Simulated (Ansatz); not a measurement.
Ansatz (a quantum-chemistry and plane-wave program) input:

Ansatz 0.2 input:
```yaml
crystal:
  lattice:
    - [5.8323085497, 0.0, 0.0]
    - [0.0, 6.9815060856, 0.0]
    - [-2.1724141748, 0.0, 7.6689698215]
  atoms:
    - { symbol: Rb, position: [0.3244267839, 0.25, 0.7075561022] }
    - { symbol: Rb, position: [0.6755732161, 0.75, 0.2924438978] }
    - { symbol: Ge, position: [0.0767288608, 0.25, 0.1221810796] }
    - { symbol: Ge, position: [0.9232711392, 0.75, 0.8778189204] }
    - { symbol: Cl, position: [0.6781106729, 0.25, 0.1262597726] }
    - { symbol: Cl, position: [0.3218893271, 0.75, 0.8737402274] }
    - { symbol: Cl, position: [0.8111277415, 0.5051252181, 0.6757325963] }
    - { symbol: Cl, position: [0.1888722585, 0.4948747819, 0.3242674037] }
    - { symbol: Cl, position: [0.1888722585, 0.0051252181, 0.3242674037] }
    - { symbol: Cl, position: [0.8111277415, 0.9948747819, 0.6757325963] }
kpoints:
  mp_grid: { grid: [4, 3, 3] }
  band_path:
    path:
      - [[0.0, 0.0, 0.0], [0.0, 0.5, 0.0], [0.0, 0.5, 0.5], [0.0, 0.0, 0.5], [0.0, 0.0, 0.0], [-0.5, 0.0, 0.5], [-0.5, 0.5, 0.5], [0.0, 0.5, 0.0], [-0.5, 0.5, 0.0], [-0.5, 0.0, 0.0], [0.0, 0.0, 0.0]]  # Γ-Z-D-B-Γ-A-E-Z-C_2-Y_2-Γ
      - [VBM, CBM]
    npoints: 7
hamiltonian:
  xc: r2scan
  pseudopotentials: { kind: paw }
magnetization: { noncollinear: true, spin_orbit: true }
scf:
  n_extra_bands: 20
  convergence: { dr2_threshold: 0.0000000001 }
  occupations: { method: gaussian, width: 0.01 }
checkpoint: { write: soc.run }
output: { eigenvalues: true }
```

Output (shortened):

```
Pseudopotential: Rb, paw_fr, valence charge 9
Pseudopotential: Ge, paw_fr, valence charge 14
Pseudopotential: Cl, paw_fr, valence charge 7
Functional definition: r2SCAN
non-collinear run that drives no moment, with spin-orbit …
Crystal: 10 atoms, lattice volume = 312.267 Å³
Basis set: ecut = 500 eV, 7957 PW (Γ), exchange–correlation on 180×216×240 points (64 copies of the dense FFT grid, shifted against one another)
Bands: 108, of which v1, the nominal top of the filled ones, is band 88 counted from 1 (87 counted from 0)
Symmetry: 4 space group operations + 4 with time reversal
k-points: 14 of 36
Projection manifold: j_resolved (fully-relativistic pseudo-atomic orbitals)
SCF iter   1: F=—  HF=-21665.464825 eV  |F-HF|=—  |Δ(HF+E_count)|=         —  Δρ=4.06e-2  dr2=8.06e0  dr2_τ=3.69e-2  dr2_m=0.00e0 (ungated)  ethr=3.10e-3  |M|=0.00e0 ∫|m|=0.00e0 μB  |m|>n=0.0e0 m-floor=0.0e0 τ_xc=0.0e0  β_m=0.30  ⟨swp⟩=8.2  Hψ=4021  notcnv=0  defer=84
preconditioner: auto → Resta (q_TF=auto, 2.209 Å⁻¹)
spin=Noncollinear: Resta preconditioning applied to the charge; magnetization (m_x, m_y, m_z) channels mix plain (no charge-response kernel on spin).
SCF iter   2: F=—  HF=-21663.687995 eV  |F-HF|=—  |Δ(HF+E_count)|=    1.78e0  Δρ=2.49e-2  dr2=3.25e0  dr2_τ=6.68e-3  dr2_m=0.00e0 (ungated)  ethr=3.10e-3  |M|=0.00e0 ∫|m|=0.00e0 μB  |m|>n=0.0e0 m-floor=0.0e0 τ_xc=0.0e0  β_m=0.53  ⟨swp⟩=3.8  Hψ=1565  notcnv=0  defer=194
SCF iter   3: F=—  HF=-21662.421005 eV  |F-HF|=—  |Δ(HF+E_count)|=    1.27e0  Δρ=6.13e-3  dr2=2.60e-1  dr2_τ=1.26e-3  dr2_m=0.00e0 (ungated)  ethr=3.10e-3  |M|=0.00e0 ∫|m|=0.00e0 μB  |m|>n=0.0e0 m-floor=0.0e0 τ_xc=0.0e0  β_m=0.65  ⟨swp⟩=3.0  Hψ=1353  notcnv=0  defer=194
SCF iter   4: F=—  HF=-21662.350155 eV  |F-HF|=—  |Δ(HF+E_count)|=   7.08e-2  Δρ=2.70e-3  dr2=2.91e-2  dr2_τ=2.00e-4  dr2_m=0.00e0 (ungated)  ethr=2.96e-4  |M|=0.00e0 ∫|m|=0.00e0 μB  |m|>n=0.0e0 m-floor=0.0e0 τ_xc=0.0e0  β_m=0.77  ⟨swp⟩=3.1  Hψ=1365  notcnv=0  defer=192
SCF iter   5: F=—  HF=-21662.351431 eV  |F-HF|=—  |Δ(HF+E_count)|=   1.28e-3  Δρ=6.27e-4  dr2=1.64e-3  dr2_τ=4.29e-5  dr2_m=0.00e0 (ungated)  ethr=3.30e-5  |M|=0.00e0 ∫|m|=0.00e0 μB  |m|>n=0.0e0 m-floor=0.0e0 τ_xc=0.0e0  β_m=0.76  ⟨swp⟩=3.0  Hψ=1362  notcnv=0  defer=192
SCF iter   6: F=—  HF=-21662.352150 eV  |F-HF|=—  |Δ(HF+E_count)|=   7.20e-4  Δρ=2.33e-4  dr2=1.75e-4  dr2_τ=3.73e-6  dr2_m=0.00e0 (ungated)  ethr=1.86e-6  |M|=0.00e0 ∫|m|=0.00e0 μB  |m|>n=0.0e0 m-floor=0.0e0 τ_xc=0.0e0  β_m=0.88  ⟨swp⟩=2.0  Hψ=1320  notcnv=0  defer=192
SCF iter   7: F=—  HF=-21662.352341 eV  |F-HF|=—  |Δ(HF+E_count)|=   1.91e-4  Δρ=5.26e-5  dr2=1.31e-5  dr2_τ=3.56e-7  dr2_m=0.00e0 (ungated)  ethr=1.98e-7  |M|=0.00e0 ∫|m|=0.00e0 μB  |m|>n=0.0e0 m-floor=0.0e0 τ_xc=0.0e0  β_m=0.88  ⟨swp⟩=2.0  Hψ=1276  notcnv=0  defer=192
SCF iter   8: F=—  HF=-21662.352345 eV  |F-HF|=—  |Δ(HF+E_count)|=   3.18e-6  Δρ=1.35e-5  dr2=8.79e-7  dr2_τ=1.63e-8  dr2_m=0.00e0 (ungated)  ethr=1.49e-8  |M|=0.00e0 ∫|m|=0.00e0 μB  |m|>n=0.0e0 m-floor=0.0e0 τ_xc=0.0e0  β_m=0.94  ⟨swp⟩=2.0  Hψ=1024  notcnv=0  defer=192
SCF iter  12: F=-21662.352378 eV  HF=-21662.352378 eV  |F-HF|=0.00e0  |Δ(HF+E_count)|=  2.55e-10  Δρ=6.59e-8  dr2=1.84e-11  dr2_τ=3.32e-13  dr2_m=0.00e0 (ungated)  ethr=1.00e-12  |M|=0.00e0 ∫|m|=0.00e0 μB  |m|>n=0.0e0 m-floor=0.0e0 τ_xc=0.0e0  ⟨swp⟩=16.6  Hψ=4061  notcnv=0
SCF 1 converged in 12 iterations: F = -21662.352378 eV  dr2 = 1.84e-11
NSCF: frozen V_eff on 80 k-points
NSCF: frozen V_eff on 80 k-points
NSCF: frozen V_eff on 80 k-points
NSCF: frozen V_eff on 80 k-points
NSCF: frozen V_eff on 80 k-points
NSCF: frozen V_eff on 7 k-points
NSCF: frozen V_eff on 32 k-points
NSCF: frozen V_eff on 19 k-points
NSCF: frozen V_eff on 22 k-points
NSCF: frozen V_eff on 11 k-points
NSCF: frozen V_eff on 3 k-points
NSCF: frozen V_eff on 11 k-points
NSCF: frozen V_eff on 79 k-points
SCF converged after 12 iterations
Magnetization: |M| = 0.0000 μB,  M = (+0.0000, +0.0000, +0.0000) μB
Absolute magnetization: 0.0000 μB (∫|m|)
  site 0: m = (+0.0000, +0.0000, +0.0000) μB, |m| = 0.0000 μB  (R = 1.40 Å)
  site 1: m = (+0.0000, +0.0000, +0.0000) μB, |m| = 0.0000 μB  (R = 1.40 Å)
  site 2: m = (+0.0000, +0.0000, +0.0000) μB, |m| = 0.0000 μB  (R = 0.96 Å)
  site 3: m = (+0.0000, +0.0000, +0.0000) μB, |m| = 0.0000 μB  (R = 0.96 Å)
  site 4: m = (+0.0000, +0.0000, +0.0000) μB, |m| = 0.0000 μB  (R = 0.96 Å)
  site 5: m = (+0.0000, +0.0000, +0.0000) μB, |m| = 0.0000 μB  (R = 0.96 Å)
  site 6: m = (+0.0000, +0.0000, +0.0000) μB, |m| = 0.0000 μB  (R = 0.96 Å)
  site 7: m = (+0.0000, +0.0000, +0.0000) μB, |m| = 0.0000 μB  (R = 0.96 Å)
  site 8: m = (+0.0000, +0.0000, +0.0000) μB, |m| = 0.0000 μB  (R = 0.96 Å)
  site 9: m = (+0.0000, +0.0000, +0.0000) μB, |m| = 0.0000 μB  (R = 0.96 Å)
Free energy (F): -21662.352378 eV
Harris-Foulkes:  -21662.352378 eV  (|F-HF|=0.00e0)
Internal energy: -21662.352378 eV  (E = F + TS)
E sigma→0 (E₀):  -21662.352378 eV
Fermi energy:    3.800244 eV
--- Per-component energies (eV) ---
  E_band       = -817.680098
  E_kinetic    = 1567.701673
  E_local      = -8916.320849  (includes V_loc(G=0)·N_el)
  E_nonlocal   = 1346.327427
  E_hartree    = 3520.910351
  E_xc         = -1010.910322
  E_vxc        = -1244.834028  (∫ρ·V_xc dr)
  E_paw        = -13311.837937  (= ΣΔE_a)
  E_vpaw       = -679.966248  (= ΣTr[D̂ρ^β])
  E_aug_tail   = 0.000249  (compensation charges beyond the density's cutoff)
  E_vtau       = 67.590985  (kinetic-family band-sum trace: ∫τ·v_τ [+ j·A + Jᵃ·Aᵃ] dr)
  E_ewald      = -4854.971074
  E_core_change = -3.251897  (= ΣΔE_core)
  E_smearing   =  0.000000  (= −TS)
  E_closure    =  0.000000  (closes the sum)
  Σ components = -21662.352378   (vs F -21662.352378, Δ=0.00e0)
  [band-id]    e_kinetic+e_local+e_nonlocal+2·e_hartree+e_vxc+e_vpaw+e_augmentation_tail+e_vtau = -817.680089   (vs E_band -817.680098, Δ=9.05e-6)
--- Band table (eV; the first three rows and the last of 14) ---
  k-point 0: bands = ["-23.9922", "-23.9922", "-23.9903", "-23.9903", "-22.6830", "-22.6830", "-22.6825", "-22.6825", "-22.6225", "-22.6225", "-22.6222", "-22.6222", "-22.1096", "-22.1096", "-22.1089", "-22.1089", "-22.0642", "-22.0642", "-22.0639", …
  k-point 1: bands = ["-23.9919", "-23.9919", "-23.9906", "-23.9906", "-22.6830", "-22.6830", "-22.6825", "-22.6825", "-22.6225", "-22.6225", "-22.6222", "-22.6222", "-22.1096", "-22.1096", "-22.1089", "-22.1089", "-22.0642", "-22.0642", "-22.0639", …
  k-point 2: bands = ["-23.9917", "-23.9917", "-23.9908", "-23.9908", "-22.6829", "-22.6829", "-22.6826", "-22.6826", "-22.6224", "-22.6224", "-22.6223", "-22.6223", "-22.1094", "-22.1094", "-22.1091", "-22.1091", "-22.0641", "-22.0641", "-22.0640", …
  k-point 13: bands = ["-23.9908", "-23.9908", "-23.9906", "-23.9906", "-22.6828", "-22.6828", "-22.6825", "-22.6825", "-22.6223", "-22.6223", "-22.6222", "-22.6222", "-22.1093", "-22.1093", "-22.1090", "-22.1090", "-22.0640", "-22.0640", "-22.0638", …
```

Cost: around 60 core-minutes (rough) on shared cores.

Space group P2_1/m. The workflow started from a Materials Project entry (that database holds measured and hypothetical structures alike); the Crystallography Open Database files this formula in space group No. 11, but the cells were not matched. Whether it is the stable phase at ambient conditions was not checked. The r²SCAN relaxation kept the symmetry of its start; whether a distortion lowers the energy is not shown.

Potentials: the later of the program's two PAW sets.

Ansatz is a plane-wave DFT program.
